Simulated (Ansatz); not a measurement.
Ansatz (a first-principles code) input:

Ansatz 0.2 input:
```yaml
crystal:
  lattice:
    - [0.0, 2.0032855899, 2.0032855899]
    - [2.0032855899, 0.0, 2.0032855899]
    - [2.0032855899, 2.0032855899, 0.0]
  atoms:
    - { symbol: Li, position: [0.0, 0.0, 0.0] }
    - { symbol: F, position: [0.5, 0.5, 0.5] }
kpoints:
  mp_grid: { grid: [12, 12, 12] }
hamiltonian:
  xc: pbesol
  pseudopotentials: { azcp: { folder: ./paw }, kind: paw }
scf:
  occupations: { method: fixed }
elastic: { mode: relaxed_ion, stencil: two_point, amplitude: 0.005, f_tol: 0.0005 }
```

Output (shortened):

```
Pseudopotential: Li, paw, valence charge 3
Pseudopotential: F, paw, valence charge 7
Functional definition: PBEsol
Crystal: 2 atoms, lattice volume = 16.079 Å³
Basis set: ecut = 420 eV, 331 PW (Γ), exchange–correlation on 40×40×40 points (8 copies of the dense FFT grid, shifted against one another)
Bands: 9, of which v1, the nominal top of the filled ones, is band 5 counted from 1 (4 counted from 0)
Symmetry: 48 space group operations
Space group: Fm-3m (ITA 225), of the structure as read, at distance tolerance 2.5e-5 Å
k-points: 72 of 1728
SCF iter   1: F=—  HF=-1006.477702 eV  |F-HF|=—  |Δ(HF+E_count)|=         —  Δρ=6.23e-2  dr2=3.38e-1  ethr=3.10e-3  ⟨swp⟩=3.9  Hψ=3526  notcnv=0  defer=134
preconditioner: auto → none
SCF iter   2: F=—  HF=-1006.532843 eV  |F-HF|=—  |Δ(HF+E_count)|=   5.51e-2  Δρ=3.22e-2  dr2=8.19e-2  ethr=3.10e-3  ⟨swp⟩=2.0  Hψ=1387  notcnv=0  defer=125
SCF iter   3: F=—  HF=-1006.555942 eV  |F-HF|=—  |Δ(HF+E_count)|=   2.31e-2  Δρ=1.32e-2  dr2=1.34e-2  ethr=8.19e-4  ⟨swp⟩=2.5  Hψ=1027  notcnv=0  defer=141
SCF iter   4: F=—  HF=-1006.561225 eV  |F-HF|=—  |Δ(HF+E_count)|=   5.28e-3  Δρ=9.58e-4  dr2=1.37e-4  ethr=1.34e-4  ⟨swp⟩=2.5  Hψ=919  notcnv=0  defer=141
SCF iter   5: F=—  HF=-1006.561300 eV  |F-HF|=—  |Δ(HF+E_count)|=   7.46e-5  Δρ=2.95e-4  dr2=8.46e-6  ethr=1.37e-6  ⟨swp⟩=2.1  Hψ=1060  notcnv=0  defer=141
SCF iter   6: F=—  HF=-1006.561277 eV  |F-HF|=—  |Δ(HF+E_count)|=   2.24e-5  Δρ=2.76e-5  dr2=7.04e-8  ethr=8.46e-8  ⟨swp⟩=2.5  Hψ=898  notcnv=0
SCF iter   7: F=—  HF=-1006.561277 eV  |F-HF|=—  |Δ(HF+E_count)|=   9.86e-9  Δρ=2.22e-6  dr2=4.45e-10  ethr=7.04e-10  ⟨swp⟩=2.4  Hψ=887  notcnv=0
SCF iter   8: F=—  HF=-1006.561277 eV  |F-HF|=—  |Δ(HF+E_count)|=  1.13e-10  Δρ=4.21e-8  dr2=1.09e-13  ethr=4.45e-12  ⟨swp⟩=2.5  Hψ=911  notcnv=0
SCF iter   9: F=-1006.561277 eV  HF=-1006.561277 eV  |F-HF|=0.00e0  |Δ(HF+E_count)|=  3.41e-13  Δρ=2.86e-9  dr2=8.40e-16  ethr=1.00e-12  ⟨swp⟩=3.8  Hψ=1955  notcnv=0
SCF 1 converged in 9 iterations: F = -1006.561277 eV  dr2 = 8.40e-16
Crystal: 2 atoms, lattice volume = 15.999 Å³
Symmetry: 16 space group operations
k-points: 163 of 1728
iter 1 solved again at ethr=1.16e-7 eV; its pass at ethr=3.10e-3 eV (dr2=1.16e-5 eV) is discarded
SCF iter   1: F=—  HF=-1006.561131 eV  |F-HF|=—  |Δ(HF+E_count)|=         —  Δρ=4.47e-4  dr2=1.65e-5  ethr=1.16e-7  ⟨swp⟩=2.0  Hψ=10514  notcnv=0  defer=318
preconditioner: auto → none
SCF iter   2: F=—  HF=-1006.561117 eV  |F-HF|=—  |Δ(HF+E_count)|=   1.40e-5  Δρ=1.89e-4  dr2=3.44e-6  ethr=1.16e-7  ⟨swp⟩=2.1  Hψ=2130  notcnv=0  defer=17
SCF iter   3: F=—  HF=-1006.561119 eV  |F-HF|=—  |Δ(HF+E_count)|=   1.82e-6  Δρ=1.22e-4  dr2=1.33e-6  ethr=3.44e-8  ⟨swp⟩=2.2  Hψ=2303  notcnv=0  defer=4
SCF iter   4: F=—  HF=-1006.561119 eV  |F-HF|=—  |Δ(HF+E_count)|=   4.55e-7  Δρ=1.35e-5  dr2=8.24e-9  ethr=1.33e-8  ⟨swp⟩=2.5  Hψ=1988  notcnv=0
SCF iter   5: F=—  HF=-1006.561119 eV  |F-HF|=—  |Δ(HF+E_count)|=   5.17e-9  Δρ=5.94e-7  dr2=1.93e-11  ethr=8.24e-11  ⟨swp⟩=2.8  Hψ=2170  notcnv=0
SCF iter   6: F=—  HF=-1006.561119 eV  |F-HF|=—  |Δ(HF+E_count)|=  1.78e-11  Δρ=7.09e-8  dr2=2.36e-13  ethr=1.93e-13 (applied; sched 1.00e-12)  ⟨swp⟩=2.6  Hψ=2306  notcnv=0
SCF iter   7: F=-1006.561119 eV  HF=-1006.561119 eV  |F-HF|=2.27e-13  |Δ(HF+E_count)|=  1.02e-12  Δρ=4.49e-9  dr2=8.41e-16  ethr=1.00e-12  ⟨swp⟩=3.8  Hψ=3970  notcnv=0
SCF 2 converged in 7 iterations: F = -1006.561119 eV  dr2 = 8.41e-16
Crystal: 2 atoms, lattice volume = 16.159 Å³
iter 1 solved again at ethr=3.76e-10 eV; its pass at ethr=3.10e-3 eV (dr2=3.76e-8 eV) is discarded
SCF iter   1: F=—  HF=-1006.561126 eV  |F-HF|=—  |Δ(HF+E_count)|=         —  Δρ=7.61e-5  dr2=4.34e-8  ethr=3.76e-10  ⟨swp⟩=2.5  Hψ=10195  notcnv=0  defer=180
preconditioner: auto → none
SCF iter   2: F=—  HF=-1006.561112 eV  |F-HF|=—  |Δ(HF+E_count)|=   1.40e-5  Δρ=3.81e-5  dr2=9.19e-9  ethr=3.76e-10  ⟨swp⟩=2.0  Hψ=2282  notcnv=0  defer=180
SCF iter   3: F=—  HF=-1006.561113 eV  |F-HF|=—  |Δ(HF+E_count)|=   1.02e-6  Δρ=1.82e-5  dr2=2.10e-9  ethr=9.19e-11  ⟨swp⟩=2.4  Hψ=2069  notcnv=0  defer=180
SCF iter   4: F=—  HF=-1006.561114 eV  |F-HF|=—  |Δ(HF+E_count)|=   3.10e-7  Δρ=5.93e-7  dr2=1.33e-11  ethr=2.10e-11  ⟨swp⟩=2.3  Hψ=2169  notcnv=0  defer=180
SCF iter   5: F=—  HF=-1006.561114 eV  |F-HF|=—  |Δ(HF+E_count)|=  1.80e-10  Δρ=1.29e-7  dr2=5.09e-13  ethr=1.33e-13 (applied; sched 1.00e-12)  ⟨swp⟩=2.1  Hψ=2017  notcnv=0  defer=180
SCF iter   6: F=-1006.561114 eV  HF=-1006.561114 eV  |F-HF|=0.00e0  |Δ(HF+E_count)|=  5.68e-12  Δρ=6.69e-9  dr2=1.73e-15  ethr=1.00e-12  ⟨swp⟩=4.0  Hψ=4183  notcnv=0
SCF 3 converged in 6 iterations: F = -1006.561114 eV  dr2 = 1.73e-15
Crystal: 2 atoms, lattice volume = 16.079 Å³
Symmetry: 8 space group operations
k-points: 280 of 1728
iter 1 solved again at ethr=2.42e-8 eV; its pass at ethr=3.10e-3 eV (dr2=2.42e-6 eV) is discarded
SCF iter   1: F=—  HF=-1006.561214 eV  |F-HF|=—  |Δ(HF+E_count)|=         —  Δρ=2.38e-4  dr2=1.11e-6  ethr=2.42e-8  ⟨swp⟩=2.0  Hψ=17988  notcnv=0  defer=538
preconditioner: auto → none
SCF iter   2: F=—  HF=-1006.561199 eV  |F-HF|=—  |Δ(HF+E_count)|=   1.49e-5  Δρ=1.18e-4  dr2=2.90e-7  ethr=1.11e-8  ⟨swp⟩=2.0  Hψ=2802  notcnv=0  defer=18
SCF iter   3: F=—  HF=-1006.561200 eV  |F-HF|=—  |Δ(HF+E_count)|=   1.07e-6  Δρ=4.97e-6  dr2=1.84e-9  ethr=2.90e-9  ⟨swp⟩=2.4  Hψ=3610  notcnv=0  defer=23
SCF iter   4: F=—  HF=-1006.561200 eV  |F-HF|=—  |Δ(HF+E_count)|=  5.58e-10  Δρ=4.34e-6  dr2=1.64e-9  ethr=1.84e-11  ⟨swp⟩=2.0  Hψ=3640  notcnv=0  defer=23
SCF iter   5: F=—  HF=-1006.561200 eV  |F-HF|=—  |Δ(HF+E_count)|=  4.88e-10  Δρ=3.55e-7  dr2=4.38e-12  ethr=1.64e-11  ⟨swp⟩=2.4  Hψ=3369  notcnv=0  defer=23
SCF iter   6: F=—  HF=-1006.561200 eV  |F-HF|=—  |Δ(HF+E_count)|=  1.11e-11  Δρ=5.55e-8  dr2=1.36e-13  ethr=4.38e-14 (applied; sched 1.00e-12)  ⟨swp⟩=2.3  Hψ=3719  notcnv=0  defer=23
SCF iter   7: F=-1006.561200 eV  HF=-1006.561200 eV  |F-HF|=1.14e-13  |Δ(HF+E_count)|=  1.14e-13  Δρ=2.65e-9  dr2=5.65e-16  ethr=1.00e-12  ⟨swp⟩=3.1  Hψ=6468  notcnv=0
SCF 4 converged in 7 iterations: F = -1006.561200 eV  dr2 = 5.65e-16
Crystal: 2 atoms, lattice volume = 16.079 Å³
iter 1 solved again at ethr=9.72e-11 eV; its pass at ethr=3.10e-3 eV (dr2=9.72e-9 eV) is discarded
SCF iter   1: F=—  HF=-1006.561215 eV  |F-HF|=—  |Δ(HF+E_count)|=         —  Δρ=5.35e-5  dr2=9.71e-9  ethr=9.72e-11  ⟨swp⟩=2.3  Hψ=17165  notcnv=0  defer=298
preconditioner: auto → none
SCF iter   2: F=—  HF=-1006.561199 eV  |F-HF|=—  |Δ(HF+E_count)|=   1.58e-5  Δρ=2.68e-5  dr2=2.55e-9  ethr=9.71e-11  ⟨swp⟩=2.0  Hψ=3920  notcnv=0  defer=298
SCF iter   3: F=—  HF=-1006.561200 eV  |F-HF|=—  |Δ(HF+E_count)|=   6.95e-7  Δρ=3.34e-6  dr2=9.58e-10  ethr=2.55e-11  ⟨swp⟩=2.2  Hψ=3624  notcnv=0  defer=298
SCF iter   4: F=—  HF=-1006.561200 eV  |F-HF|=—  |Δ(HF+E_count)|=  6.08e-10  Δρ=3.78e-7  dr2=8.06e-12  ethr=9.58e-12  ⟨swp⟩=2.5  Hψ=3463  notcnv=0  defer=298
SCF iter   5: F=—  HF=-1006.561200 eV  |F-HF|=—  |Δ(HF+E_count)|=  4.73e-11  Δρ=1.32e-7  dr2=1.16e-12  ethr=8.06e-14 (applied; sched 1.00e-12)  ⟨swp⟩=2.4  Hψ=4017  notcnv=0  defer=298
SCF iter   6: F=-1006.561200 eV  HF=-1006.561200 eV  |F-HF|=2.27e-13  |Δ(HF+E_count)|=  2.27e-12  Δρ=6.28e-9  dr2=1.52e-15  ethr=1.00e-12  ⟨swp⟩=2.0  Hψ=8475  notcnv=0
SCF 5 converged in 6 iterations: F = -1006.561200 eV  dr2 = 1.52e-15
SCF converged after 9 iterations
Free energy (F): -1006.561277 eV
Harris-Foulkes:  -1006.561277 eV  (|F-HF|=0.00e0)
Internal energy: -1006.561277 eV  (E = F + TS)
E sigma→0 (E₀):  -1006.561277 eV
Fermi energy:    0.995287 eV
--- Per-component energies (eV) ---
  E_band       = -116.382958
  E_kinetic    = 215.656614
  E_local      = -647.180075  (includes V_loc(G=0)·N_el)
  E_nonlocal   = 68.143708
  E_hartree    = 223.636333
  E_xc         = -85.847091
  E_vxc        = -110.902945  (∫ρ·V_xc dr)
  E_paw        = -220.904742  (= ΣΔE_a)
  E_vpaw       = -89.373909  (= ΣTr[D̂ρ^β])
  E_aug_tail   = 0.000983  (compensation charges beyond the density's cutoff)
  E_ewald      = -560.109449
  E_core_change = 0.042443  (= ΣΔE_core)
  E_smearing   =  0.000000  (= −TS)
  E_closure    =  0.000000  (closes the sum)
  Σ components = -1006.561277   (vs F -1006.561277, Δ=0.00e0)
  [band-id]    e_kinetic+e_local+e_nonlocal+2·e_hartree+e_vxc+e_vpaw+e_augmentation_tail = -116.382959   (vs E_band -116.382958, Δ=-8.23e-7)
--- Forces (eV/Å), atoms counted from 1 ---
  atom   1  Li     0.00000000     0.00000000     0.00000000
  atom   2  F      0.00000000     0.00000000     0.00000000
  max |Σ_I F_I| component: 0.0 eV/Å
--- Stress (GPa, compression-positive) ---
       -0.015784       0.000000       0.000000
        0.000000      -0.015784       0.000000
        0.000000       0.000000      -0.015784
  P = ⅓ Tr σ = -0.0158 GPa (-0.158 kbar)
--- Band table (eV; the first three rows and the last of 72) ---
  k-point 0: bands = ["-39.1806", "-18.9038", "0.9948", "0.9948", "0.9948", "10.0542", "25.0670", "25.0670", "25.0670"]
  k-point 1: bands = ["-39.1760", "-18.8758", "0.7843", "0.9784", "0.9784", "10.2632", "22.7155", "23.9933", "23.9933"]
  k-point 2: bands = ["-39.1636", "-18.7984", "0.2461", "0.9336", "0.9336", "10.7692", "20.4613", "22.7256", "22.7256"]
  k-point 71: bands = ["-39.0941", "-18.2008", "-1.1671", "-1.1671", "0.1747", "15.9807", "15.9807", "18.4513", "20.3349"]
--- Elastic constants: 2 strain directions × 2 members + reference (group order 48) ---
  dense FFT box of the reference and of every strained cell: 20×20×20
  strains applied: 11, 23; error gains: componentwise 1.00 (the most a stress slope's error grows in a printed constant), spectral 1.73 (1 for all six strains …
  C = ∂σ_k/∂η_j (tension-positive GPa; Voigt order 11 22 33 23 13 12):
       125.343     44.980     44.980      0.000      0.000      0.000
        44.980    125.343     44.980      0.000      0.000      0.000
        44.980     44.980    125.343      0.000      0.000      0.000
         0.000      0.000      0.000     62.042      0.000      0.000
         0.000      0.000      0.000      0.000     62.042      0.000
         0.000      0.000      0.000      0.000      0.000     62.042
  reference stress σ⁰ (GPa):      0.016      0.016      0.016      0.000      0.000      0.000
  C* (energy form; C + prestress term) asymmetry max|C*_kj − C*_jk| = 7.105e-15 GPa — a small one proves nothing (zero by symmetry where the batch's group is …
  moduli (Voigt/Reuss/Hill, GPa): K = 71.77/71.77/71.77   G = 53.30/50.95/52.13   E = 125.90   ν = 0.208
  mechanically stable: yes (min eigenvalue of sym C = 62.04 GPa)
  where every solve meets its electron count the energy-path curvature estimates C_jj along a normal strain and C_jj − ¼(σ⁰_aa + σ⁰_bb) along a shear (ab), of …
  strain η (Voigt 11):  stress-route row diagonal C_11 = 125.34 GPa, energy-path curvature d²(F+E_count+ΔE)/dδ²/Ω₀ = 125.81 GPa
         δ    σ_11 (GPa)             F (eV)   n_scf  n_hpsi   n_pw
    -5.000e-3      -0.6305       -1006.5611186       7   27337    331   relax 0 steps, max|allowed force component| 0.0 eV/Å
     5.000e-3       0.6229       -1006.5611136       6   24871    332   relax 0 steps, max|allowed force component| 0.0 eV/Å
  strain η (Voigt 23):  stress-route row diagonal C_44 = 62.04 GPa, energy-path curvature d²(F+E_count+ΔE)/dδ²/Ω₀ = 62.40 GPa
         δ    σ_23 (GPa)             F (eV)   n_scf  n_hpsi   n_pw
    -5.000e-3      -0.3102       -1006.5612000       7   44956    331   relax 0 steps, max|allowed force component| 0.0 eV/Å
     5.000e-3       0.3102       -1006.5612000       6   44024    331   relax 0 steps, max|allowed force component| 0.0 eV/Å
```

Cost: about 5 core-seconds (a rough figure) on shared cores.

The PBEsol relaxation kept the symmetry of its start.

Potentials: the earlier of the program's two PAW sets. The files were generated under PBE; for other functionals the program regenerates the frozen cores, and for LDA and PBEsol the local potential too.

Ansatz is a plane-wave DFT program.
